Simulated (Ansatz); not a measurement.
One crystal and one scan (scan of one atom of the cell) at two levels, PBE (plane waves to 420 eV, PAW, scalar-relativistic; Ansatz, a program for electronic structure) and r2SCAN (plane waves to 500 eV, PAW, scalar-relativistic; Ansatz), each from its own relaxed cell and on its own mesh. The cell shown is that of PBE.

Starting cell, HfN (rock salt):

```yaml
crystal:
  lattice:
    - [0.00000, 4.54802, 4.54802]
    - [2.27401, 0.00000, 2.27401]
    - [2.27401, 2.27401, 0.00000]
  atoms:
    - { symbol: N, position: [0.00000, 0.00000, 0.00000] }
    - { symbol: N, position: [0.50000, 0.00000, 0.00000] }
    - { symbol: Hf, position: [0.25000, 0.50000, 0.50000] }
    - { symbol: Hf, position: [0.75000, 0.50000, 0.50000] }
```

Scan: atom 3 (Hf, nearest neighbour N at 2.274 Å; its periodic images, 3.2 Å or more away, move with it) is displaced along Cartesian z, direction (0.000, 0.000, 1.000) in Cartesian axes, by s. The other atoms stay.

The energy includes the smearing's −TS. HfN is run without spin polarisation. HfN was relaxed with its symmetry unable to fall. Spin-orbit coupling is left out, though Hf is heavy. The PAW data are Ansatz's earlier set. (PBE) Left out: 2 of 11 points, with atoms too close for the PAW data. (r2SCAN) Left out: 2 of 11 points, with atoms too close for the PAW data. With partly filled bands, energies and forces of such displacements shift with the k mesh and the smearing. Percentages come from the unrounded values. Both scans cover s from -0.360 to 0.360 Å.

Results of PBE:

| Quantity | Value |
|---|---|
| Lattice constant a (Å) | 4.548 |
| Energy at s = 0.360 Å (meV/cell) | 877 |
| Force along the line at s = -0.360 Å (eV/Å) | 6.015 |
| Force constant k = d²E/ds² at s = 0 (finite differences) (eV/Å²) | 10.44 |
| Symmetry of the curve | even: the same for both signs |
| Shape of the curve | a single well with its minimum at or next to zero displacement |

Q: What does r2SCAN give for the same quantities?

A: 
```json
[
 {"quantity": "Lattice constant a (Å)", "r2SCAN": "4.526", "PBE − r2SCAN": "+0.022 (+0.5 %)"},
 {"quantity": "Energy at s = 0.360 Å (meV/cell)", "r2SCAN": "901", "PBE − r2SCAN": "-24 (-2.7 %)"},
 {"quantity": "Force along the line at s = -0.360 Å (eV/Å)", "r2SCAN": "6.208", "PBE − r2SCAN": "-0.193 (-3.1 %)"},
 {"quantity": "Force constant k = d²E/ds² at s = 0 (finite differences) (eV/Å²)", "r2SCAN": "10.58", "PBE − r2SCAN": "-0.14 (-1.3 %)"}
]
```

PBE gives the higher value for: lattice constant a. PBE gives the lower value for: energy at s = 0.360 Å; force along the line at s = -0.360 Å. They agree on: force constant k = d²E/ds² at s = 0 (within 1.5 %). Both give the same symmetry of the curve: even: the same for both signs.

(A displaced cell: forces are minus the slopes of the energy, force constants its curvatures, and phonons follow from these.)
